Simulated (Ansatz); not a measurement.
La3InN:
```
La3InN
1.0
    5.13907     0.00000     0.00000
    0.00000     5.13907     0.00000
    0.00000     0.00000     5.13907
La N In
3 1 1
Direct
  0.50000   0.50000   0.00000
  0.00000   0.50000   0.50000
  0.50000   0.00000   0.50000
  0.50000   0.50000   0.50000
  0.00000   0.00000   0.00000
```

Relaxed with r²SCAN. Special points in fractions of this cell's reciprocal vectors: Γ (0.000, 0.000, 0.000); X (0.000, 0.500, 0.000); M (0.500, 0.500, 0.000); R (0.500, 0.500, 0.500).

Q: List the band energies nearest the Fermi level at these points for r²SCAN (plane waves, PAW; program Ansatz).

A: In eV from the Fermi level; about four levels below and three above (degenerate sets whole), none deeper than 8.9 eV; points with the same levels are listed once.

| k | below | above |
|---|---|---|
| Γ | -0.80 -0.80 -0.70 -0.70 -0.70 | 0.85 0.85 0.85 |
| X | -1.95 -1.95 -0.77 -0.77 -0.36 | 0.67 1.28 1.61 |
| M | -2.23 -1.44 -1.38 -1.38 | 1.27 1.27 1.27 1.27 |
| R | -5.51 -4.35 -4.35 -4.35 | 0.12 0.12 0.12 |

Space group Pm-3m (anti-perovskite). The workflow started from an entry of the Crystallography Open Database (COD). Its standing as an ambient phase is unchecked. The cell was relaxed with r²SCAN under the symmetry of its start; whether a distortion lowers the energy is not shown. With an odd number of electrons in the cell and no spin polarisation, the count alone makes it a metal. Spin–orbit coupling is left out wherever it is not named.

Potentials: the later of the program's two PAW sets.
